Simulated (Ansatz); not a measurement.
BAs:
```yaml
crystal:
  lattice:
    - [0.00000, 2.40456, 2.40456]
    - [2.40456, 0.00000, 2.40456]
    - [2.40456, 2.40456, 0.00000]
  atoms:
    - { symbol: As, position: [0.75000, 0.75000, 0.75000] }
    - { symbol: B, position: [0.00000, 0.00000, 0.00000] }
```

x, y and z are the axes in which the lattice vectors are written.

Q: Give the high-frequency dielectric tensor and the Born effective charge tensors of the independent atoms from DFPT, the program Ansatz at the PBE level (PAW).

A: 
ε∞:
```
9.86  0.00  0.00
0.00  9.86  0.00
0.00  0.00  9.86
```
Z* of atom 1 (As), rows: field, columns: displacement, in e:
```
0.44  0.00  0.00
0.00  0.44  0.00
0.00  0.00  0.44
```
Z* of atom 2 (B), rows: field, columns: displacement, in e:
```
-0.44   0.00   0.00
 0.00  -0.44   0.00
 0.00   0.00  -0.44
```

Static charges for comparison (Bader): As1 -0.12, B2 +0.12 e. Born charges measure polarisation by displacement and can exceed these by far.

Space group F-43m (zinc blende). The cell was relaxed with PBE under the symmetry of its start. Scalar-relativistic: spin–orbit coupling is off unless named, which matters more the heavier the elements.

Potentials: the later of the program's two PAW sets.
